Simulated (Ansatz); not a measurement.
## How much does the functional matter for the cell of MgB2?

The starting cell is an entry of the Crystallography Open Database (1971):

```yaml
crystal:
  lattice:
    - [3.08500, 0.00000, 0.00000]
    - [-1.54250, 2.67169, 0.00000]
    - [0.00000, 0.00000, 3.52300]
  atoms:
    - { symbol: Mg, position: [0.00000, 0.00000, 0.00000] }
    - { symbol: B, position: [0.33333, 0.66667, 0.50000] }
    - { symbol: B, position: [0.66667, 0.33333, 0.50000] }
```

Atoms and cell were relaxed at zero pressure with plane-wave PAW DFT (Ansatz 0.2.0; one set of PAW datasets, made under PBE, for all functionals; 420 eV, r2SCAN 500 eV; 12×12×9 Γ-centred mesh, fermi-dirac occupations of width 0.100 eV; no spin polarisation, no spin-orbit coupling, no dispersion correction), keeping the symmetry (P6/mmm, No. 191).

Task: What cells and energies do LDA, PBEsol, PBE, r2SCAN give?

Result: The relaxed conventional cells:

```csv
functional,a (Å),c (Å),volume (Å³/atom),formation energy (eV/atom)
LDA,3.038,3.450,9.19,-0.150
PBEsol,3.065,3.492,9.47,-0.135
PBE,3.076,3.520,9.62,-0.131
r2SCAN,3.071,3.509,9.55,-0.179
the entry,3.085,3.523,9.68,–
```

LDA gives the smallest volume and PBE the largest, 4.6 % more, the usual order, since LDA overbinds and PBE's gradient terms loosen the lattice. Against the entry's volume: LDA -5.0 %, PBEsol -2.1 %, PBE -0.6 %, r2SCAN -1.3 %. No verdict is drawn from this: the entry lies outside the span from LDA to PBE, so the entry may be off as well as the functionals. The formation energies span 0.05 eV an atom, lowest under r2SCAN.

Caveats: each relaxation keeps the start's symmetry, so a distorted cell may lie lower; computed cells are at 0 K with fixed nuclei, while the entry holds thermal expansion, often some tenths of a per cent in volume and more in soft crystals; formation energies are at zero smearing against the elements' usual phases under the same functional, gases as free molecules, uncorrected.
